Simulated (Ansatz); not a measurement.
LiTaO₃ (R3c), relaxed with LDA (Ansatz, a quantum-chemistry and plane-wave program, plane waves, PAW): a = b = 5.0735 Å, c = 13.6586 Å, α = β = 90.00°, γ = 120.00°.

| Property | Value |
|---|---|
| gap (eV) | 3.82 |
| B₀ by P(V) fit (GPa) | 133 |

**Question.** The same phase is relaxed and computed with HSE06 in the same code. What are the cell and these values now?

**Answer.** a = b = 5.139 Å, c = 13.782 Å, α = β = 90.00°, γ = 120.00°.

- gap (eV): 5.40
- B₀ by P(V) fit (GPa): 125

All cells were relaxed under the symmetry of their starts (and spin orders); stability against distortions was not tested throughout. Rows with no word on spin ran without spin polarisation. Scalar-relativistic: spin–orbit coupling is off unless named, which matters more the heavier the elements.

Potentials: the later of the program's two PAW sets.

Ansatz is a plane-wave DFT program.
